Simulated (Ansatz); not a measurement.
A geometry of Pt away from equilibrium: step 2 of the relaxation of a relaxed Pt cell, doubled along one cell vector, shaken by Gaussian noise of σ = 0.08 Å a coordinate. Calculation: PBEsol (plane waves to 420 eV, PAW, scalar-relativistic; Ansatz, a quantum-chemistry and plane-wave program). Γ-centred k-mesh 14×14×7 on the run's cell (coarser than for final values), Fermi–Dirac smearing 0.05 eV. The plane waves were selected for a different cell earlier on the path.

```
Pt
1.0
    0.01374     1.96876     1.94924
    1.96161    -0.00171     1.96469
    3.86432     3.90954     0.05547
Pt
2
Cartesian
 -0.03479  -0.01053  -0.01980
  1.98340   1.98559  -0.07237
```

**Question.** Give the Cartesian forces on all atoms (eV/Å).

**Answer.** 
| atom | Fx | Fy | Fz |
|---|---|---|---|
| Pt1 | 1.27 | 0.96 | -1.24 |
| Pt2 | -1.27 | -0.96 | 1.24 |

The path ends in Fm-3m (No. 225) (fcc (Cu type)). No spin polarisation in the result.

The run could not lose the symmetry of its start.
